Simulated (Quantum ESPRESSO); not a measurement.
HfTa2O6F2, input and log of a self-consistent run

Simulated, not a measurement. The program is pw.x of Quantum ESPRESSO 7.5 (plane-wave density functional theory). The cell is made up: 11 atoms on a fluorite lattice with one site empty, with randomly drawn elements, strain and displacements, not relaxed. PseudoDojo standard norm-conserving files (v0.5 for PBE, v0.4.1 for LDA and PBEsol) set the functional; there is no spin polarisation, spin-orbit coupling or dispersion term, and the masses in the input are unused placeholders.

The hafnium pseudopotential is less sure than the others, with forces about 3 percent (worst 6) and pressure in oxides about 1.5 GPa (worst 2.7) from a second method in checks, which no rerun with the same files tests.

Input:

```
&control calculation='scf', pseudo_dir='./dojo.nc.sr.pbe.v0_5.standard.upf', outdir='./o', disk_io='low', tprnfor=.true., tstress=.true. /
&system ibrav=0, nat=11, ntyp=4, nbnd=50, ecutwfc=105.61755193, nosym=.true., tot_charge=0,
 occupations='smearing', smearing='fd', degauss=0.0018374661
/
&electrons conv_thr=7.350e-09, electron_maxstep=60, /
ATOMIC_SPECIES
F 1.0 F.upf
Hf 1.0 Hf.upf
O 1.0 O.upf
Ta 1.0 Ta.upf
CELL_PARAMETERS angstrom
5.0747 0.0269 -0.0086
0.0269 5.0646 -0.0774
-0.0086 -0.0774 5.1114
ATOMIC_POSITIONS angstrom
Hf 0.0407 0.0697 0.024
Ta -0.0548 2.4624 2.497
Ta 2.4822 0.1177 2.5136
O 1.3011 1.2623 1.2799
F 1.2678 1.251 3.8661
O 1.25 3.8974 1.2666
F 1.2252 3.8037 3.7859
O 3.7223 1.2664 1.2694
O 3.7709 1.2901 3.8499
O 3.8402 3.7553 1.1844
O 3.9051 3.6706 3.7532
K_POINTS automatic
6 6 6 1 1 1
```

The log is shortened where brackets say so; the opening notice, blank lines, dates and the lines on written files are dropped, and the path of the files is cut. It prints rydbergs, bohrs and kilobars, and counts compression as positive stress. With no partly filled state, the Fermi energy that it prints is only some level between the filled and the empty states on the mesh, and need not lie in the true gap.

```
     Program PWSCF v.7.5
     Parallel version (MPI & OpenMP), running on       4 processor cores
     Number of MPI processes:                 4
     Threads/MPI process:                     1
     [start-up lines left out]
     bravais-lattice index     =            0
     lattice parameter (alat)  =       9.5899  a.u.
     unit-cell volume          =     886.2947 (a.u.)^3
     number of atoms/cell      =           11
     number of atomic types    =            4
     number of electrons       =        88.00
     number of Kohn-Sham states=           50
     kinetic-energy cutoff     =     105.6176  Ry
     charge density cutoff     =     422.4702  Ry
     scf convergence threshold =      7.3E-09
     mixing beta               =       0.7000
     number of iterations used =            8  plain     mixing
     Exchange-correlation= PBE
                           (   1   4   3   4   0   0   0)
     [axes and pseudopotential details left out]
   Cartesian axes
     site n.     atom                  positions (alat units)
         1        Hf     tau(   1) = (   0.0080201   0.0137346   0.0047293  )
         2        Ta     tau(   2) = (  -0.0107985   0.4852231   0.4920412  )
         3        Ta     tau(   3) = (   0.4891248   0.0231931   0.4953123  )
         4        O      tau(   4) = (   0.2563856   0.2487399   0.2522080  )
         5        F      tau(   5) = (   0.2498237   0.2465132   0.7618263  )
         6        O      tau(   6) = (   0.2463162   0.7679941   0.2495872  )
         7        F      tau(   7) = (   0.2414293   0.7495302   0.7460227  )
         8        O      tau(   8) = (   0.7334901   0.2495478   0.2501390  )
         9        O      tau(   9) = (   0.7430669   0.2542180   0.7586341  )
        10        O      tau(  10) = (   0.7567227   0.7399929   0.2333895  )
        11        O      tau(  11) = (   0.7695114   0.7233025   0.7395791  )
     number of k points=   108  Fermi-Dirac smearing, width (Ry)=  0.0018
     Number of k-points >= 100: set verbosity='high' to print them.
     Dense  grid:   129999 G-vectors     FFT dimensions: (  64,  64,  64)
     Estimated max dynamical RAM per process >     546.58 MB
     Estimated total dynamical RAM >       2.04 GB
     Initial potential from superposition of free atoms
     starting charge      87.9963, renormalised to      88.0000
     Starting wfcs are   62 randomized atomic wfcs
     total cpu time spent up to now is       14.4 secs
     per-process dynamical memory:   460.5 Mb
     Self-consistent Calculation
     iteration #  1     ecut=   105.62 Ry     beta= 0.70
     Davidson diagonalization with overlap
     ethr =  1.00E-02,  avg # of iterations =  2.0
     total cpu time spent up to now is       43.6 secs
     total energy              =    -668.31785370 Ry
     estimated scf accuracy    <       5.08475263 Ry
     iteration #  2     ecut=   105.62 Ry     beta= 0.70
     Davidson diagonalization with overlap
     ethr =  5.78E-03,  avg # of iterations =  6.0
     total cpu time spent up to now is       91.5 secs
     total energy              =    -663.68089898 Ry
     estimated scf accuracy    <      48.43639382 Ry
     iteration #  3     ecut=   105.62 Ry     beta= 0.70
     Davidson diagonalization with overlap
     ethr =  5.78E-03,  avg # of iterations =  6.1
     total cpu time spent up to now is      137.6 secs
     total energy              =    -671.07945730 Ry
     estimated scf accuracy    <       1.63879894 Ry
     iteration #  4     ecut=   105.62 Ry     beta= 0.70
     Davidson diagonalization with overlap
     ethr =  1.86E-03,  avg # of iterations =  2.0
     total cpu time spent up to now is      165.1 secs
     total energy              =    -671.08808807 Ry
     estimated scf accuracy    <       0.68404645 Ry
     iteration #  5     ecut=   105.62 Ry     beta= 0.70
     Davidson diagonalization with overlap
     ethr =  7.77E-04,  avg # of iterations =  1.2
     total cpu time spent up to now is      190.9 secs
     total energy              =    -671.00295203 Ry
     estimated scf accuracy    <       0.35563899 Ry
     [iterations 6 to 13 left out]
     iteration # 14     ecut=   105.62 Ry     beta= 0.70
     Davidson diagonalization with overlap
     ethr =  5.63E-09,  avg # of iterations =  4.8
     total cpu time spent up to now is      512.0 secs
     total energy              =    -671.06091407 Ry
     estimated scf accuracy    <       0.00000097 Ry
     iteration # 15     ecut=   105.62 Ry     beta= 0.70
     Davidson diagonalization with overlap
     ethr =  1.10E-09,  avg # of iterations =  2.1
     total cpu time spent up to now is      542.6 secs
     total energy              =    -671.06091422 Ry
     estimated scf accuracy    <       0.00000012 Ry
     iteration # 16     ecut=   105.62 Ry     beta= 0.70
     Davidson diagonalization with overlap
     ethr =  1.33E-10,  avg # of iterations =  4.8
     total cpu time spent up to now is      582.5 secs
     total energy              =    -671.06091426 Ry
     estimated scf accuracy    <       0.00000015 Ry
     iteration # 17     ecut=   105.62 Ry     beta= 0.70
     Davidson diagonalization with overlap
     ethr =  1.33E-10,  avg # of iterations =  2.0
     total cpu time spent up to now is      610.0 secs
     total energy              =    -671.06091425 Ry
     estimated scf accuracy    <       0.00000005 Ry
     iteration # 18     ecut=   105.62 Ry     beta= 0.70
     Davidson diagonalization with overlap
     ethr =  6.08E-11,  avg # of iterations =  2.5
     total cpu time spent up to now is      640.9 secs
     End of self-consistent calculation
     Number of k-points >= 100: set verbosity='high' to print the bands.
     the Fermi energy is    10.7589 ev
!    total energy              =    -671.06091425 Ry
     estimated scf accuracy    <          2.2E-09 Ry
     smearing contrib. (-TS)   =      -0.00000000 Ry
     internal energy E=F+TS    =    -671.06091425 Ry
     The total energy is F=E-TS. E is the sum of the following terms:
     one-electron contribution =    -186.43443542 Ry
     hartree contribution      =     138.74607445 Ry
     xc contribution           =    -159.35993969 Ry
     ewald contribution        =    -464.01261359 Ry
     convergence has been achieved in  18 iterations
     Forces acting on atoms (cartesian axes, Ry/au):
     atom    1 type  2   force =    -0.13810071   -0.07157441    0.09710917
     atom    2 type  4   force =    -0.22086155    0.11224495   -0.09643627
     atom    3 type  4   force =     0.16479009   -0.04813661   -0.16614435
     atom    4 type  3   force =    -0.03510854    0.01041219    0.09450997
     atom    5 type  1   force =     0.00109507   -0.00153259   -0.02070050
     atom    6 type  3   force =     0.00362643    0.01408830    0.09287963
     atom    7 type  1   force =     0.04764602    0.01002718   -0.01745172
     atom    8 type  3   force =     0.05499257   -0.03291430    0.09036145
     atom    9 type  3   force =     0.04226445   -0.07580710   -0.08504413
     atom   10 type  3   force =     0.03474320    0.03719974    0.08120616
     atom   11 type  3   force =     0.04491296    0.04599264   -0.07028941
     Total force =     0.478431     Total SCF correction =     0.000128
     Computing stress (Cartesian axis) and pressure
          total   stress  (Ry/bohr**3)                   (kbar)     P=     -155.29
  -0.00106194  -0.00004505  -0.00025325         -156.22       -6.63      -37.25
  -0.00004505  -0.00096594   0.00000518           -6.63     -142.10        0.76
  -0.00025325   0.00000518  -0.00113902          -37.25        0.76     -167.56
     init_run     :     13.44s CPU     14.01s WALL (       1 calls)
     electrons    :    624.85s CPU    626.57s WALL (       1 calls)
     forces       :      5.87s CPU      5.90s WALL (       1 calls)
     stress       :     21.07s CPU     21.63s WALL (       1 calls)
     [timing details left out]
     PWSCF        :  11m 5.70s CPU  11m 8.67s WALL
     JOB DONE.
```

In other units: free energy -9130.249 eV for the cell, pressure -15.53 GPa, largest force component 5.679 eV/Å. This run is the check on a run of the same cell at a cutoff of 1143 eV and k mesh 4 x 4 x 4: rerunning at a cutoff of 1437 eV and k mesh 6 x 6 x 6 moved values by no more than 0.002 eV in energy, 0.04 GPa in stress and 0.007 eV/Å in force.